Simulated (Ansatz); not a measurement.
V (bcc, W type)

```xyz
1
Lattice="-1.4914 1.4914 1.4914 1.4914 -1.4914 1.4914 1.4914 1.4914 -1.4914" Properties=species:S:1:pos:R:3 pbc="T T T"
V      0.0000     0.0000     0.0000
```

This relaxed cell (volume V₀) is scaled evenly in all directions, its shape held. Symmetry pins the atoms to their sites.

Computed with r2SCAN (plane waves to 500 eV, PAW, scalar-relativistic; Ansatz, a first-principles code). k mesh 22×22×22 (Γ-centred), Fermi-Dirac smearing 0.05 eV. The energy includes the smearing's −TS. Compression counts positive. V is run without spin polarisation. V was relaxed with its symmetry unable to fall. The zero of ΔE is the relaxed starting cell. The last digit holds for this mesh only.

```
V (Å³/atom)  ΔE (meV/atom)
-----------  -------------
12.472                31.7
12.631                19.9
12.790                11.0
12.950                 4.8
13.109                 1.2
13.268                 0.0
13.427                 1.1
13.586                 4.4
13.746            withheld
13.905                17.1
14.064                26.3
```

Q: Fit a third-order Birch-Murnaghan form (E₀, V₀, B₀, B₀′ free) to the given rows and predict ΔE at V = 13.746.

A: Least squares on the 10 given rows: ΔE = E₀ + (9V₀B₀/16)·y²·[2 + (B₀′ − 4)y], y = (V₀/V)^(2/3) − 1, with V₀ = 13.269 Å³/atom, B₀ = 193.2 GPa (160.2 GPa = 1 eV/Å³; the term in eV is multiplied by 1000), B₀′ = 3.54, E₀ = -0.01 meV/atom; root-mean-square residual 0.02 meV/atom. At 13.746 the fit gives 9.8 meV/atom; the calculation gives 9.8 meV/atom, the same to the digits shown. For the pressure the fit gives -6.4 GPa against the computed -6.4 GPa.

(Under strain, the slope of the energy per volume gives the stress and its curvature an elastic modulus.)
